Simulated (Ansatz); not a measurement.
The start is a generated trial cell of CsPbCl3 in the AFLOW prototype ABC3_hR10_167_a_b_e (as in LiNbO3). The structure is fully relaxed (lattice and positions, P = 0) with r2SCAN (plane waves to 500 eV, PAW, scalar-relativistic; Ansatz, a quantum-chemistry and plane-wave program). The first steps use a coarse 4×4×4 k-mesh.

The start:
```yaml
crystal:
  lattice:
    - [3.97127, 2.29282, 6.93754]
    - [-3.97127, 2.29282, 6.93754]
    - [0.00000, -4.58563, 6.93754]
  atoms:
    - { symbol: Cs, position: [0.25000, 0.25000, 0.25000] }
    - { symbol: Cs, position: [0.75000, 0.75000, 0.75000] }
    - { symbol: Pb, position: [0.00000, 0.00000, 0.00000] }
    - { symbol: Pb, position: [0.50000, 0.50000, 0.50000] }
    - { symbol: Cl, position: [0.64243, 0.85757, 0.25000] }
    - { symbol: Cl, position: [0.25000, 0.64243, 0.85757] }
    - { symbol: Cl, position: [0.85757, 0.25000, 0.64243] }
    - { symbol: Cl, position: [0.35757, 0.14243, 0.75000] }
    - { symbol: Cl, position: [0.75000, 0.35757, 0.14243] }
    - { symbol: Cl, position: [0.14243, 0.75000, 0.35757] }
```

Question: Which atoms feel the largest initial force, and how large is it?

Answer: 0.80 eV/Å, on Cl5, Cl6, Cl7, Cl8, Cl9, Cl10 (atoms numbered as listed).

Question: How does the volume per atom move from start to end?

Answer: -5.5 %, from 37.90 to 35.82 Å³/atom.

Question: Is the relaxed structure metallic? Give its gap.

Answer: 2.66 eV, direct at Γ (no spin-orbit coupling).

Question: Write out the relaxed structure.

Answer: 
```cif
data_Cl18Cs6Pb6
_chemical_formula_sum 'Cs6 Pb6 Cl18'
_space_group_name_H-M_alt 'R-3c :H'
_space_group_IT_number 167
_space_group_name_Hall '-R 3 2"c'
_cell_length_a 8.06975
_cell_length_b 8.06975
_cell_length_c 19.05560
_cell_angle_alpha 90.000
_cell_angle_beta 90.000
_cell_angle_gamma 120.000
loop_
_atom_site_label
_atom_site_type_symbol
_atom_site_symmetry_multiplicity
_atom_site_Wyckoff_symbol
_atom_site_fract_x
_atom_site_fract_y
_atom_site_fract_z
_atom_site_occupancy
Cs1 Cs 6 a 0.00000 0.00000 0.25000 1
Pb1 Pb 6 b 0.00000 0.00000 0.00000 1
Cl1 Cl 18 e 0.56070 0.56070 0.25000 1
```
(The calculation used a cell of 10 atoms; values per cell refer to that cell.)

The space group stays R-3c (No. 167) (the run could not lower it), with 10 atoms in the primitive cell. Final values are on a 5×5×5 k-mesh of the relaxed cell. No spin polarisation in the result. Spin-orbit coupling is missing; with elements this heavy it can move band edges by tenths of an eV or more.

The run could not lower the symmetry of its start; a shaken copy of this end point relaxes with r2SCAN to P-1 (No. 2), 2 meV/atom lower.

The relaxed structure here is a generated cell of CsPbCl3: the first start was made by placing the elements on the sites of a structure type, and the end was not matched to a known phase here, so it may be hypothetical. Known forms of CsPbCl3 include space group No. 221.
